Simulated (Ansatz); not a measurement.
# Relaxing a structure of TiAl

The start is a relaxed TiAl cell displaced along its unstable phonon at q = (½, ½, 0) of its primitive reciprocal cell (69i cm⁻¹), largest move 0.15 Å. A full variable-cell relaxation at zero pressure is run with PBE (plane waves to 420 eV, PAW, scalar-relativistic; Ansatz, a quantum-chemistry and plane-wave program). First-step values are on the input's coarse k-mesh.

Ansatz input (later rounds restart from its end on a renewed k-mesh):
Ansatz 0.2 input:
```yaml
crystal:
  lattice:
    - [0, 6.3812879394, 6.3812879394]
    - [3.1906439697, 3.1906439697, 6.3812879394]
    - [3.1906439697, 3.1906439697, 0]
  atoms:
    - { symbol: Al, position: [0.0173919659, 0.2326080341, 0.2326080341] }
    - { symbol: Al, position: [0.4826080341, 0.2673919659, 0.2673919659] }
    - { symbol: Al, position: [-0.0173919659, 0.0173919659, -0.0173919659] }
    - { symbol: Al, position: [0.5173919659, -0.0173919659, 1.0173919659] }
    - { symbol: Ti, position: [-0.0235062266, 0.5235062266, 0.4764937734] }
    - { symbol: Ti, position: [0.5235062266, 0.4764937734, 0.5235062266] }
    - { symbol: Ti, position: [0.0235062266, 0.7264937734, 0.7264937734] }
    - { symbol: Ti, position: [0.4764937734, 0.7735062266, 0.7735062266] }
basis: { ecutwfc: 420, ecutrho_ratio: 4, xc_grid: 2, fft_grid_basis: typed }
kpoints: { mp_grid: { grid: [9, 9, 9] } }
hamiltonian:
  xc: pbe
  dispersion: none
  pseudopotentials: { azcp: { folder: ./paw }, kind: paw }
scf: { occupations: { method: fermi_dirac, width: 0.05 } }
relax: { f_tol: 0.01, max_steps: 100, cell: { stress_tol: 0.02 } }
output: { forces: true, stress: true }
```

Task: Which atoms feel the largest initial force, and how large is it?

Result: 0.02 eV/Å, on Ti5, Ti6, Ti7, Ti8 (atoms numbered as listed).

Task: How does the volume per atom move from start to end?

Result: +2.8 %, from 16.24 to 16.69 Å³/atom.

Task: Does it find its way back to the structure it was made from?

Result: It does not go back: it reaches P4₃2₁2 (No. 96), 0.10 eV/atom below the parent.

Task: How do the shortest distances between atoms change?

Result: The closest pairs of elements (up to four, under 3.6 Å), start → end: Al–Ti 2.75 → 2.77 Å; Al–Al 2.77 → 2.85 Å; Ti–Ti 2.77 → 2.87 Å.

Task: Is the relaxed structure metallic? Give its gap.

Result: Zero (metallic).

Task: Give the final cell and atomic positions.

Result: 
```cif
data_Al4Ti4
_chemical_formula_sum 'Al4 Ti4'
_space_group_name_H-M_alt 'P43212'
_space_group_IT_number 96
_space_group_name_Hall 'P 4nw 2abw'
_cell_length_a 4.89147
_cell_length_b 4.89147
_cell_length_c 5.58176
_cell_angle_alpha 90.000
_cell_angle_beta 90.000
_cell_angle_gamma 90.000
loop_
_atom_site_label
_atom_site_type_symbol
_atom_site_symmetry_multiplicity
_atom_site_Wyckoff_symbol
_atom_site_fract_x
_atom_site_fract_y
_atom_site_fract_z
_atom_site_occupancy
Al1 Al 4 a 0.29481 0.29481 0.00000 1
Ti1 Ti 4 a 0.30534 0.30534 0.50000 1
```

Final values are on a 10×10×9 k-mesh of the relaxed cell. No spin polarisation in the result.

The run could not lose the symmetry of its start, so the end can be a saddle point.

The relaxed structure here is a generated cell of TiAl: the first start was made by placing the elements on the sites of a structure type, and the end was not matched to a known phase here, so it may be hypothetical. Known forms of TiAl include space group No. 123.
